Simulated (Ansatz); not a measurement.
Magnetic orders of AlFe$_{3}$B

Method: DFT PBE, scalar-relativistic, plane waves, PAW in Ansatz.

```
CELL_PARAMETERS angstrom
3.82232 0.00000 0.00000
0.00000 3.82232 0.00000
0.00000 0.00000 3.82232
ATOMIC_POSITIONS crystal
Al 0.50000 0.50000 0.50000
Fe 0.50000 0.00000 0.00000
Fe 0.00000 0.50000 0.00000
Fe 0.00000 0.00000 0.50000
B 0.00000 0.00000 0.00000
```

The plane-wave cutoff is 420 eV, the Γ-centred k-mesh is 10×10×10 and the occupation rule is Gaussian smearing, 0.1 eV. The list of starting moments (μB, in atom order) is 0 4 4 4 0. The check for lower electronic states after the SCF is off.

Each order was relaxed in cell and atoms. Signs run over the atoms with starting moments. Site moments are spin moments in atom-centred spheres that scale with the neighbour distance. The states are those that the runs reached from these starts; a lower one can exist.

```
                               start ends energy above lowest (meV/atom) site moments (μB) gap on mesh (eV) volume (Å³/atom)
                             no spin non-magnetic                            94.9                    none over 0.05             metal             10.79
                       ferromagnetic ferromagnetic                            0.00  Al -0.11, Fe +1.37 (×3), B -0.11             metal             11.09
ferrimagnetic in the cell, signs ++-  ferromagnetic                            0.00  Al -0.11, Fe +1.37 (×3), B -0.11             metal             11.09
```

Cost: 3 runs of about 6.5 core-minutes in all, on Arm Neoverse V1 (shared hosts).